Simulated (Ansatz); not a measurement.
A geometry of PtSe2 away from equilibrium: the start of the relaxation of a generated cell, PtSe2 placed in the AFLOW prototype A2B_oC12_36_2a_a (C24, as in HgBr2). All values below come from r2SCAN (plane waves to 500 eV, PAW, scalar-relativistic; Ansatz, a first-principles code). Γ-centred k-mesh 7×7×2 on the run's cell (coarser than for final values), Fermi–Dirac smearing 0.05 eV.

```xyz
6
Lattice="2.0132 -2.9558 0.0000 2.0132 2.9558 0.0000 0.0000 0.0000 10.8367" Properties=species:S:1:pos:R:3 pbc="T T T"
Se     2.0132    -0.9872     5.4184
Se     2.0132     0.9872     0.0000
Se     2.0132    -2.5952     6.8705
Se     2.0132     2.5952     1.4521
Pt     2.0132    -0.6207     9.3846
Pt     2.0132     0.6207     3.9662
```

Q: Predict the force on each atom, in eV/Å.

A: 
```json
[
 {"atom": "Se1", "Fx": "0.00", "Fy": "-0.73", "Fz": "-1.82"},
 {"atom": "Se2", "Fx": "0.00", "Fy": "0.73", "Fz": "-1.82"},
 {"atom": "Se3", "Fx": "0.00", "Fy": "-2.46", "Fz": "4.67"},
 {"atom": "Se4", "Fx": "0.00", "Fy": "2.46", "Fz": "4.67"},
 {"atom": "Pt5", "Fx": "0.00", "Fy": "-3.58", "Fz": "-2.85"},
 {"atom": "Pt6", "Fx": "0.00", "Fy": "3.58", "Fz": "-2.85"}
]
```

Q: What is the pressure?

A: +10.9 GPa, compression positive.

Q: How much energy per atom can still be gained by relaxing?

A: 1.48 eV/atom; the path ends in P6₃mc (No. 186).

No spin polarisation in the result. Without a van der Waals term the distances between weakly bound units are poorly fixed.

The run could not lose the symmetry of its start; a randomly shaken copy of 12 atoms returns to this structure.

The end of the path is a generated cell of PtSe2: the first start was made by placing the elements on the sites of a structure type, and the end was not matched to a known phase here, so it may be hypothetical. Known forms of PtSe2 include space group No. 164.
